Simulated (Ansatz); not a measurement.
The computed numbers are results of PBEsol, scalar-relativistic (collinear spin) in the plane-wave PAW code Ansatz at 420 eV, 6×6×6 k-mesh, Gaussian smearing of 0.05 eV. The datasets are Ansatz's generated set soft_2.

A compound MoX3 has these computed properties.

- Space group: Pm-3m (No. 221)
- Conventional cell: a = 5.532 Å, b = 5.532 Å, c = 5.532 Å, α = 90.00°, β = 90.00°, γ = 90.00°
- Volume: 42.32 Å³/atom
- Band gap: zero (metallic)
- Density of states at the Fermi level: about 2 states/(eV·atom)
- Magnetic state: ferromagnetic (the only order tried)
- Site spin moments: Mo 2.06 μB
- Spin moment of the cell: 2.83 μB
- Formation energy from the elements (0 K, uncorrected): 0.26 eV/atom (unstable against the elements)

Sites: Mo on 1a, X on 3d.

Question: Which element is X?
A. Te
B. Sb
C. Cs
D. I

Answer: D. X is I, so the compound is MoI3.

The cell came from substitution into a structure type; whether the compound takes it is for experiment to say. The ideal cubic cell shuts out tilts of the octahedra, which such structures often take.

For elements this heavy, spin–orbit coupling would shift levels and gaps; it isn't included here. The run wasn't fully tested for a lower electronic state. Site moments are of spin, integrated over atomic spheres. No antiparallel order was tried.
